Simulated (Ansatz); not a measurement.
Data:

ScC:
```
ScC
1.0
    0.00000     2.31641     2.31641
    2.31641     0.00000     2.31641
    2.31641     2.31641     0.00000
Sc C
1 1
Direct
  0.00000   0.00000   0.00000
  0.50000   0.50000   0.50000
```

This is the PBEsol-relaxed structure.

**Question.** All from plane-wave PAW PBEsol (Ansatz code), unless another level is named. Give the Young's modulus.

**Answer.** 205 GPa.

**Question.** What about the elastic constants (relaxed ions, GPa)?

**Answer.** C11 = 331, C12 = 79.6, C44 = 57.9.

Space group Fm-3m (rock salt). The first step of the workflow began from a Materials Project structure, measured or hypothetical; the Crystallography Open Database copy checked does not list it. Whether it is the stable phase at ambient conditions was not checked. The PBEsol relaxation kept the symmetry of its start; of distortions, only those at the zone centre were tested. No spin polarisation was allowed. As this level gives no gap, shear constants depend on the k-mesh and smearing (Fermi–Dirac, 0.1 eV here).

Potentials: the later of the program's two PAW sets.
